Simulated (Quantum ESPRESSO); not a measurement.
```
CELL_PARAMETERS angstrom
      3.11313     0.00000     0.00000
     -1.55656     2.69605     0.00000
      0.00000     0.00000     4.98281
ATOMIC_POSITIONS crystal
  N  0.66667 0.33333 0.88097
  N  0.33333 0.66667 0.38097
  Al 0.66667 0.33333 0.49903
  Al 0.33333 0.66667 0.99903
```

Cell and atoms were relaxed with PBEsol from Materials Project entry mp-661, within its symmetry.

What does norm-conserving PBEsol (Quantum ESPRESSO, 84 Ry, without SOC) give for the electronic structure near the Fermi level?

The PBEsol gap is direct, 4.10 eV at Γ.
